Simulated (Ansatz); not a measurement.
## CaF under compression: one row to predict

The cell was found from a structure generator's guess, not taken from experiment.

Theory: Ansatz 0.2.0, DFT PBE, scalar-relativistic, plane waves, PAW. The final run on the 4-atom cell used 420 eV, a Γ-centred 12×12×8 mesh, 0.10 eV smearing and no spin polarisation.

```xyz
4
Lattice="3.9393 0.0000 0.0000 0.0000 3.9393 0.0000 0.0000 0.0000 5.7020" Properties=species:S:1:pos:R:3 pbc="T T T"
Ca    1.9697    0.0000    4.4092
Ca    0.0000    1.9697    1.2928
F     0.0000    0.0000    0.0000
F     1.9697    1.9697    0.0000
```

The cell was set to several volumes, with shape and atoms relaxed at each where symmetry leaves them free. Pressure is positive in compression, and energies count from the lowest row. No row has a gap on its mesh.

```
row  V (Å³/atom)  P (GPa)  ΔE (meV/atom)
  1       19.467     6.08           45.1
  2       20.130     4.18           23.9
  3       20.794        ?              ?
  4       21.457     1.18            2.4
  5       22.121     0.00            0.0
  6       22.785    -1.02            2.2
  7       23.448    -1.89            8.3
  8       24.333    -2.85           21.5
```

Q: Find B = −V·ΔP/ΔV from rows 4 and 6 and from rows 1 and 2, and from the two its slope B′ and its value B0 at zero pressure.

A: Rows 4 and 6 give −(21.457 + 22.785)/2 × (-1.02 − (1.18))/(22.785 − 21.457) = 36.6 GPa at a mean pressure of 0.08 GPa. Rows 1 and 2 give −(19.467 + 20.130)/2 × (4.18 − (6.08))/(20.130 − 19.467) = 56.7 GPa at a mean pressure of 5.13 GPa. So B′ = (56.7 − 36.6)/(5.13 − (0.08)) = 3.98 and B0 = 36.6 − 3.98 × (0.08) = 36.3 GPa. A third-order Birch–Murnaghan fit to all the energies gives B0 = 36.5 GPa and B′ = 4.2.

Q: Estimate the pressure and energy of row 3.

A: From row 5, V0 = 22.121 × (1 + (0.00)/36.3) = 22.121 Å³/atom. Murnaghan's form P = (B0/B′)·[(V0/V)^B′ − 1] gives (36.3/3.98) × [(22.121/20.794)^3.98 − 1] = 2.55 GPa; the computed pressure is 2.56 GPa, so the estimate is off by -0.01 GPa. The work of compression from row 4, with the mean of the two pressures, gives ΔE = 2.4 + (2.55 + 1.18)/2 × (21.457 − 20.794)/160.2 × 1000 = 10.1 meV/atom (1 eV/Å³ = 160.2 GPa); the computed value is 10.0 meV/atom.

All volumes keep the k mesh of the relaxed cell. This cell was reached by moving the atoms of another relaxed cell at random and relaxing again, last within the group found; it had no such test of its own.
